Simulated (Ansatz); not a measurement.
CsSnI₃:
Space group Pnma (No. 62); a = 8.778 Å, b = 12.238 Å, c = 8.380 Å, α = β = γ = 90.00°

```csv
atom,site,symmetry,x,y,z
Cs,4c,.m.,0.0679,0.7500,0.4762
Sn,4a,-1,0.0000,0.0000,0.0000
I,4c,.m.,0.0021,0.2500,0.0631
I,8d,1,0.2030,0.0319,0.6992
```

Relaxed with PBEsol.

**Question.** Which orbitals make up the states near the band edges in plane-wave PAW PBEsol (Ansatz code)?

**Answer.** Top 1 eV of the valence band: I 5p 60 %, Sn 5s 26 %, Sn 5p 10 %. Bottom 1 eV of the conduction band: Sn 5p 73 %, I 5p 14 %, I 5s 6 %, outside the projected shells 6 %. Projections are on Löwdin-orthogonalised atomic valence shells; empty p or d shells of many metals are not among them.

**Question.** Tabulate the density of states.

**Answer.** States/eV per cell of 20 atoms, in 0.25 eV bins, energy from the valence-band maximum.

| E (eV) | total | I 5p | Sn 5p | Sn 5s |
|---|---|---|---|---|
| -7.85 | 5.25 | 1.59 | 0.06 | 3.35 |
| -7.60 | 8.40 | 2.33 | 0.11 | 5.42 |
| -7.35 | 6.15 | 1.51 | 0.11 | 4.07 |
| -7.10 | 5.61 | 1.25 | 0.10 | 3.81 |
| -6.85 | 2.93 | 0.56 | 0.06 | 2.06 |
| -6.60 | 1.13 | 0.16 | 0.02 | 0.84 |
| -6.35 | 0.19 | 0.02 | 0.00 | 0.15 |
| -6.10 | 0.00 | 0.00 | 0.00 | 0.00 |
| -5.85 | 0.00 | 0.00 | 0.00 | 0.00 |
| -5.60 | 0.00 | 0.00 | 0.00 | 0.00 |
| -5.35 | 0.00 | 0.00 | 0.00 | 0.00 |
| -5.10 | 0.00 | 0.00 | 0.00 | 0.00 |
| -4.85 | 0.00 | 0.00 | 0.00 | 0.00 |
| -4.60 | 1.46 | 0.96 | 0.49 | 0.00 |
| -4.35 | 19.06 | 12.58 | 6.17 | 0.06 |
| -4.10 | 13.81 | 9.25 | 4.14 | 0.15 |
| -3.85 | 10.41 | 7.10 | 2.74 | 0.26 |
| -3.60 | 7.50 | 5.31 | 1.65 | 0.22 |
| -3.35 | 20.08 | 15.74 | 2.30 | 0.38 |
| -3.10 | 22.65 | 19.15 | 1.62 | 0.13 |
| -2.85 | 20.42 | 18.77 | 0.90 | 0.09 |
| -2.60 | 25.35 | 24.07 | 0.53 | 0.08 |
| -2.35 | 48.02 | 45.56 | 1.12 | 0.27 |
| -2.10 | 47.33 | 45.95 | 0.41 | 0.16 |
| -1.85 | 20.00 | 19.45 | 0.10 | 0.18 |
| -1.60 | 13.39 | 11.29 | 0.38 | 1.45 |
| -1.35 | 8.27 | 5.92 | 0.50 | 1.61 |
| -1.10 | 6.26 | 4.06 | 0.54 | 1.46 |
| -0.85 | 2.95 | 1.80 | 0.29 | 0.76 |
| -0.60 | 0.83 | 0.46 | 0.11 | 0.22 |
| -0.35 | 0.18 | 0.10 | 0.02 | 0.05 |
| -0.10 | 0.02 | 0.01 | 0.00 | 0.01 |
| 0.15 | 0.00 | 0.00 | 0.00 | 0.00 |
| 0.40 | 0.00 | 0.00 | 0.00 | 0.00 |
| 0.65 | 0.61 | 0.04 | 0.49 | 0.00 |
| 0.90 | 4.47 | 0.46 | 3.44 | 0.00 |
| 1.15 | 8.95 | 1.17 | 6.62 | 0.04 |
| 1.40 | 9.39 | 1.56 | 6.57 | 0.11 |
| 1.65 | 7.29 | 1.40 | 4.92 | 0.10 |
| 1.90 | 6.21 | 1.34 | 4.01 | 0.10 |
| 2.15 | 6.11 | 1.43 | 3.80 | 0.12 |
| 2.40 | 4.80 | 1.19 | 2.90 | 0.09 |
| 2.65 | 3.33 | 0.88 | 1.95 | 0.04 |
| 2.90 | 9.37 | 2.20 | 4.62 | 0.11 |
| 3.15 | 7.95 | 1.85 | 3.66 | 0.07 |
| 3.40 | 11.47 | 2.35 | 4.38 | 0.06 |
| 3.65 | 16.86 | 2.62 | 4.62 | 0.02 |
| 3.90 | 27.91 | 2.56 | 4.01 | 0.02 |
| 4.15 | 32.53 | 1.65 | 2.07 | 0.04 |
| 4.40 | 28.78 | 1.15 | 1.52 | 0.05 |
| 4.65 | 22.00 | 0.79 | 1.14 | 0.03 |
| 4.90 | 21.91 | 0.71 | 0.93 | 0.02 |
| 5.15 | 20.68 | 0.51 | 0.47 | 0.02 |
| 5.40 | 27.55 | 0.54 | 0.43 | 0.02 |

Symmetry was held in the PBEsol relaxation. Scalar-relativistic: spin–orbit coupling is off unless named, which matters more the heavier the elements.

Potentials: the later of the program's two PAW sets.
